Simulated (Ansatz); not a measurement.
Values for one crystal, relaxed and computed with the program Ansatz at the r²SCAN level (PAW); other levels are named.

- Volume per atom = 16.75 Å³
- Electronic character = metallic (no gap)
- Density of states at the Fermi level = 0.33 states/eV per atom (mean over ±0.08 eV)
- Gap with spin–orbit coupling = none (metallic)
- Bulk modulus (Birch–Murnaghan fit) = 1490 kbar
- Formation energy from the elements (no fitted shifts) = -0.47 eV/atom
- Pressure derivative B′ = 5.1

### Question
Which compound is it?
A) LiPt2, cubic Laves (MgCu2 type)
B) ZnPt, L1₀ or tetragonal B2
C) FePt, L1₀ or tetragonal B2
D) LaAl2, cubic Laves (MgCu2 type)

### Answer
A, LiPt2, cubic Laves (MgCu2 type)

Space group Fd-3m (cubic Laves (MgCu2 type)). The workflow started from an entry of the Crystallography Open Database (COD). Its standing as an ambient phase is unchecked. The r²SCAN relaxation kept the symmetry of its start; whether a distortion lowers the energy is not shown. The run is not spin-polarised. The references are the lowest solids computed at this level, not always the standard phases. Scalar-relativistic: spin–orbit coupling is off unless named, which matters more the heavier the elements.

Potentials: the later of the program's two PAW sets.
